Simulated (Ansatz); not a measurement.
**Ti: reading a single point**

```
CELL_PARAMETERS angstrom
2.88051 0.00000 0.00000
-1.44025 2.49460 0.00000
0.00000 0.00000 4.62512
ATOMIC_POSITIONS crystal
Ti 0.33330 0.66670 0.25000
Ti 0.66660 0.33330 0.75000
```

Single point in Ansatz 0.2.0 with PBE, no spin polarisation. Cutoff 420 eV, PAW datasets, 13×13×7 Γ-centred k mesh, fermi-dirac filling (width 0.1 eV).

Q: Is there a gap?

A: It is a metal, with about 1.9 states/eV a cell as the mean within 0.25 eV of the Fermi level, mostly Ti d (91 %).

Q: Describe some of the short contacts.

A: Ti–Ti at 2.85 Å: least valence density 0.20 e/Å³ and ELF 0.21 there. Both are smooth PAW fields, read partly inside the augmentation spheres.

Q: Is the cell too large or too small?

A: The pressure is 5.6 GPa (compression positive), so with the atoms held at these fractions the cell would first expand. The principal stresses 4.7, 6.1, 6.1 GPa differ, so its shape would change too.

Origin: a database entry at a rescaled volume.
